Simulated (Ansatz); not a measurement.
Given:

InP:
```
InP
1.0
    4.12145     0.00000     0.00000
   -2.06073     3.56928     0.00000
    0.00000     0.00000     9.24918
In P
3 3
Cartesian
 -1.02999   1.78400   6.16612
  1.03073   1.78528   0.00000
  2.05999   0.00000   3.08306
 -1.03015   1.78427   1.54153
  1.03058   1.78501   4.62459
  2.06030   0.00000   7.70765
```

This is the PBEsol-relaxed structure.

Q: All from PBEsol (plane waves, PAW; program Ansatz), unless another level is named. Give the electronic character.

A: no gap, with almost no states at the Fermi level (zero-gap or semimetallic).

Q: And the formation energy from the elements (no fitted shifts)?

A: -6.4 kJ/mol of atoms.

Space group P6_422. The start of the workflow was typed in or built on a structure type; neither database checked (COD, Materials Project) lists it. It is not the phase usual at ambient conditions (space group No. 216). The PBEsol relaxation kept the symmetry of its start; its stability against distortions is not shown here. The references are the lowest solids computed at this level, not always the standard phases. Scalar-relativistic: spin–orbit coupling is off unless named, which matters more the heavier the elements.

Potentials: the earlier of the program's two PAW sets. The files were generated under PBE; for other functionals the program regenerates the frozen cores, and for LDA and PBEsol the local potential too.
